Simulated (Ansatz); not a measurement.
Cd(HO)₂:
```
CELL_PARAMETERS angstrom
      3.50478     0.00000     0.00000
     -1.75239     3.03523     0.00000
      0.00000     0.00000    35.00000
ATOMIC_POSITIONS crystal
  Cd 0.00000 0.00000 0.50000
  H  0.33333 0.66667 0.44113
  O  0.33333 0.66667 0.46853
  H  0.66667 0.33333 0.55887
  O  0.66667 0.33333 0.53147
```
The layer is periodic in x and y and isolated along z.

Relaxed with r²SCAN+D4. Special points in fractions of this cell's reciprocal vectors: Γ (0.000, 0.000, 0.000); M (0.500, 0.000, 0.000); K (0.333, 0.333, 0.000).

**Question.** List the band energies nearest the valence-band maximum at these points for r²SCAN+D4 with spin–orbit coupling (plane waves, PAW; program Ansatz).

**Answer.** In eV from the valence-band maximum; about four levels below and three above (degenerate sets whole), none deeper than 8.9 eV; … stands for higher levels left out; points with the same levels are listed once.

```json
[
 {"k": "Γ", "below": "-0.05 -0.05 0.00 0.00", "above": "2.90 2.90 4.11 4.11"},
 {"k": "M", "below": "-1.86 -1.86 -0.05 -0.05", "above": "…"},
 {"k": "K", "below": "-1.17 -1.17 -1.13 -1.13", "above": "…"}
]
```

Space group P-3m1. The layer was cut from a bulk entry of the Materials Project (measured or hypothetical); whether that bulk phase is the ambient one, and whether the layer has been isolated, was not checked. Symmetry was held in the r²SCAN+D4 relaxation; its stability against distortions is not shown here.

Potentials: the later of the program's two PAW sets.
